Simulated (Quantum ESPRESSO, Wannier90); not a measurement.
**Tight-binding from DFT: GaP (zinc blende)**

Structure: Materials Project mp-2490, symmetrised, not relaxed again. COD (Crystallography Open Database) has an entry of this formula and space group (matched by these alone). Level: LDA, no spin polarisation, no spin-orbit coupling; pw.x of Quantum ESPRESSO at 64 Ry with PseudoDojo potentials, 10×10×10 k-points, Wannier90. Density: 10×10×10 mesh, cold smearing 0.01 Ry.

Input w.win:

```
num_bands = 15
num_wann = 8
exclude_bands = 1-5
num_iter = 0
conv_tol = 1.0e-6
conv_window = 4
dis_num_iter = 1000
dis_conv_tol = 1.0e-6
dis_froz_max = 10.30
write_hr = true
write_u_matrices = true
begin projections
Ga: s;p
P: s;p
end projections
begin unit_cell_cart
ang
    0.0000000000    2.7258100000    2.7258100000
    2.7258100000    0.0000000000    2.7258100000
    2.7258100000    2.7258100000    0.0000000000
end unit_cell_cart
begin atoms_frac
Ga   0.0000000000  0.0000000000  0.0000000000
P   -0.2500000000 -0.2500000000 -0.2500000000
end atoms_frac
mp_grid = 10 10 10
begin kpoints
0.0000000000 0.0000000000 0.0000000000
0.0000000000 0.0000000000 0.1000000000
0.0000000000 0.0000000000 0.2000000000
... (997 more lines: the 10x10x10 mesh through Gamma)
end kpoints
```

On the energy scale of pw.x, whose zero is arbitrary, the valence-band maximum lies at 7.35 eV. Lines of w_hr.dat (R1 R2 R3 m n Re Im, eV) for R = 0 and one of the shortest lattice vectors, rounded to 0.01 eV, lines under 0.02 eV left out; orbitals in order: Ga1 s, Ga1 pz, Ga1 px, Ga1 py, P2 s, P2 pz, P2 px, P2 py.

```
    0    0    0    1    1     4.90     0.00
    0    0    0    5    1    -1.61     0.00
    0    0    0    6    1    -1.38     0.00
    0    0    0    7    1    -1.38     0.00
    0    0    0    8    1    -1.38     0.00
    0    0    0    2    2    10.67     0.00
    0    0    0    5    2     1.43     0.00
    0    0    0    6    2     0.11     0.00
    0    0    0    7    2     1.33     0.00
    0    0    0    8    2     1.33     0.00
    0    0    0    3    3    10.67     0.00
    0    0    0    5    3     1.43     0.00
    0    0    0    6    3     1.34     0.00
    0    0    0    7    3     0.11     0.00
    0    0    0    8    3     1.34     0.00
    0    0    0    4    4    10.67     0.00
    0    0    0    5    4     1.43     0.00
    0    0    0    6    4     1.33     0.00
    0    0    0    7    4     1.33     0.00
    0    0    0    8    4     0.11     0.00
    0    0    0    1    5    -1.61     0.00
    0    0    0    2    5     1.43     0.00
    0    0    0    3    5     1.43     0.00
    0    0    0    4    5     1.43     0.00
    0    0    0    5    5     0.34     0.00
    0    0    0    1    6    -1.38     0.00
    0    0    0    2    6     0.11     0.00
    0    0    0    3    6     1.34     0.00
    0    0    0    4    6     1.33     0.00
    0    0    0    6    6     7.86     0.00
    0    0    0    1    7    -1.38     0.00
    0    0    0    2    7     1.33     0.00
    0    0    0    3    7     0.11     0.00
    0    0    0    4    7     1.33     0.00
    0    0    0    7    7     7.86     0.00
    0    0    0    1    8    -1.38     0.00
    0    0    0    2    8     1.33     0.00
    0    0    0    3    8     1.34     0.00
    0    0    0    4    8     0.11     0.00
    0    0    0    8    8     7.87     0.00
   -1    0    0    1    1    -0.04     0.00
   -1    0    0    2    1     0.04     0.00
   -1    0    0    3    1     0.09     0.00
   -1    0    0    4    1     0.04     0.00
   -1    0    0    5    1    -1.61     0.00
   -1    0    0    6    1     1.38     0.00
   -1    0    0    7    1    -1.38     0.00
   -1    0    0    8    1     1.38     0.00
   -1    0    0    1    2    -0.04     0.00
   -1    0    0    2    2     0.26     0.00
   -1    0    0    3    2    -0.19     0.00
   -1    0    0    4    2     0.13     0.00
   -1    0    0    5    2    -1.43     0.00
   -1    0    0    6    2     0.11     0.00
   -1    0    0    7    2    -1.33     0.00
   -1    0    0    8    2     1.33     0.00
   -1    0    0    1    3     0.09     0.00
   -1    0    0    2    3     0.19     0.00
   -1    0    0    3    3    -0.55     0.00
   -1    0    0    4    3     0.19     0.00
   -1    0    0    5    3     1.43     0.00
   -1    0    0    6    3    -1.34     0.00
   -1    0    0    7    3     0.11     0.00
   -1    0    0    8    3    -1.34     0.00
   -1    0    0    1    4    -0.04     0.00
   -1    0    0    2    4     0.13     0.00
   -1    0    0    3    4    -0.19     0.00
   -1    0    0    4    4     0.26     0.00
   -1    0    0    5    4    -1.43     0.00
   -1    0    0    6    4     1.33     0.00
   -1    0    0    7    4    -1.33     0.00
   -1    0    0    8    4     0.11     0.00
   -1    0    0    2    5     0.05     0.00
   -1    0    0    3    5    -0.09     0.00
   -1    0    0    4    5     0.05     0.00
   -1    0    0    5    5    -0.06     0.00
   -1    0    0    7    5    -0.12     0.00
   -1    0    0    1    6    -0.07     0.00
   -1    0    0    2    6     0.09     0.00
   -1    0    0    3    6    -0.04     0.00
   -1    0    0    4    6     0.12     0.00
   -1    0    0    6    6     0.16     0.00
   -1    0    0    7    6     0.06     0.00
   -1    0    0    8    6     0.02     0.00
   -1    0    0    1    7     0.06     0.00
   -1    0    0    3    7    -0.12     0.00
   -1    0    0    5    7    -0.12     0.00
   -1    0    0    6    7    -0.06     0.00
   -1    0    0    7    7    -0.31     0.00
   -1    0    0    8    7    -0.06     0.00
   -1    0    0    1    8    -0.07     0.00
   -1    0    0    2    8     0.12     0.00
   -1    0    0    3    8    -0.04     0.00
   -1    0    0    4    8     0.09     0.00
   -1    0    0    6    8     0.02     0.00
   -1    0    0    7    8     0.06     0.00
   -1    0    0    8    8     0.16     0.00
```
